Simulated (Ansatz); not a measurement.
BaTe:
```yaml
crystal:
  lattice:
    - [0.00000, 3.47075, 3.47075]
    - [3.47075, 0.00000, 3.47075]
    - [3.47075, 3.47075, 0.00000]
  atoms:
    - { symbol: Ba, position: [0.00000, 0.00000, 0.00000] }
    - { symbol: Te, position: [0.50000, 0.50000, 0.50000] }
```

Plane-wave PAW PBEsol (Ansatz code) gives a gap of 1.46 eV without spin–orbit coupling, maximum at Γ, minimum at X.

**Question.** What happens when spin–orbit coupling is switched on?

**Answer.** The gap drops by 0.27 eV, to 1.19 eV; maximum at Γ, minimum at X.

**Question.** How large is the spin–orbit splitting of the valence top at Γ?

**Answer.** The fourfold level lies 0.87 eV above the split-off pair.

**Question.** Give the electron effective mass with spin–orbit coupling.

**Answer.** 0.26, 0.26, 1.3 mₑ (principal values).

**Question.** Give the hole effective mass with spin–orbit coupling, band 1 of 2 at the edge.

**Answer.** 1.1 along [100], 0.59 along [110], 0.47 along [111] (mₑ).

**Question.** Give the hole effective mass with spin–orbit coupling, band 2 of 2 at the edge.

**Answer.** 0.18 along [100], 0.22 along [110], 0.24 along [111] (mₑ).

Space group Fm-3m (rock salt). Symmetry was held in the PBEsol relaxation.

Potentials: the later of the program's two PAW sets.
